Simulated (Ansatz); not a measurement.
Crystals of one structure type (Cu3Au type) and one family of elements, relaxed and computed with LDA (plane waves, PAW; program Ansatz).

```json
[
 {"crystal": "YPd3", "K_Hill (GPa)": "162", "G_Hill (GPa)": "66.5"},
 {"crystal": "LaPt3", "K_Hill (GPa)": "184", "G_Hill (GPa)": "63.4"},
 {"crystal": "ScPd3", "K_Hill (GPa)": "187", "G_Hill (GPa)": "?"},
 {"crystal": "YPt3", "K_Hill (GPa)": "212", "G_Hill (GPa)": "91.7"},
 {"crystal": "ScPt3", "K_Hill (GPa)": "245", "G_Hill (GPa)": "115"}
]
```

Problem. Fit a straight line to ln G against ln K and predict the withheld value.

Solution. Least squares on the 4 shown rows: ln G = 1.47 × ln K + (-3.374), with a scatter of 9.1 %. For ScPd3 this gives 74.9. The run itself gave 76.1, a miss of 1.6 % of that.

Standing as an ambient phase not checked: YPd3, Cu3Au type; LaPt3, Cu3Au type; ScPd3, Cu3Au type; YPt3, Cu3Au type; ScPt3, Cu3Au type. All cells were relaxed under the symmetry of their starts (and spin orders); stability against distortions was not tested throughout. Rows with no word on spin ran without spin polarisation. Scalar-relativistic: spin–orbit coupling is off unless named, which matters more the heavier the elements.

Potentials: the later of the program's two PAW sets.
